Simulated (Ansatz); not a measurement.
# Cs3Pt: one input, then a changed one

Structure from Materials Project entry mp-1064000 (possibly hypothetical), not relaxed further.

First run: DFT, PBE, all-electron PAW with datasets made for the crystal, scalar-relativistic (Ansatz 0.2.0).

Command: `ansatz run input.yaml --threads 1 --pin off --max-ram 4096MiB --backend cpu --events-out ev --progress --plain --runs-dir out` The run took 56 s on 1 thread of Intel(R) Xeon(R) 6975P-C (Granite Rapids), with other jobs on the host.

```yaml
crystal:
  lattice:
    - [5.777653, 0.0, 0.0]
    - [0.0, 5.777653, 0.0]
    - [0.0, 0.0, 5.777653]
  atoms:
    - { symbol: Cs, position: [0.0, 0.0, 0.5] }
    - { symbol: Cs, position: [0.0, 0.5, 0.0] }
    - { symbol: Cs, position: [0.5, 0.0, 0.0] }
    - { symbol: Pt, position: [0.5, 0.5, 0.5] }
kpoints:
  mp_grid: { grid: [6, 6, 6] }
  band_path:
    path:
      - [0.0, 0.0, 0.0]
      - [0.0, 0.5, 0.0]
      - [0.5, 0.5, 0.0]
      - [0.0, 0.0, 0.0]
      - [0.5, 0.5, 0.5]
      - [0.0, 0.5, 0.0]
      - [0.5, 0.5, 0.5]
      - [0.5, 0.5, 0.0]
    npoints: 8
scf:
  occupations: { method: fermi_dirac, width: 0.08 }
hamiltonian:
  xc: pbe
  pseudopotentials: { kind: all_electron, datasets: crystal }
output:
  forces: true
  stress: true
  eigenvalues: true
  efg: { contact_densities: true }
```

Result: converged; pressure -0.31 GPa; 11 SCF iterations.

Spin polarisation is left out, and whether a magnetic state lies lower isn't shown here.

No spin–orbit coupling, which matters for the heavy atoms here.

The input is then changed:

```diff
@@ -10,5 +10,5 @@
     - { symbol: Pt, position: [0.5, 0.5, 0.5] }
 kpoints:
-  mp_grid: { grid: [6, 6, 6] }
+  mp_grid: { grid: [6, 6, 6], shift: [0.5, 0.5, 0.5] }
   band_path:
     path:
@@ -24,4 +24,6 @@
 scf:
   occupations: { method: fermi_dirac, width: 0.08 }
+  n_extra_bands: 1
+  algorithm: direct_min
 hamiltonian:
   xc: pbe
```

Question: Predict the outcome of the changed run.

Answer: It was refused before any iteration. The program says:
```
Error: hamiltonian.pseudopotentials.datasets: crystal, beside a feature not held to (scf.algorithm: direct_min / scf.convergence.dm_fallback; scf.algorithm: direct_min) — the datasets of this kind: all_electron run are made for its crystal, and no such run has been held to what stands beside, or a reason given rules it out; change each as told or leave it out, or set another kind (and leave the keys of all_electron out)
```
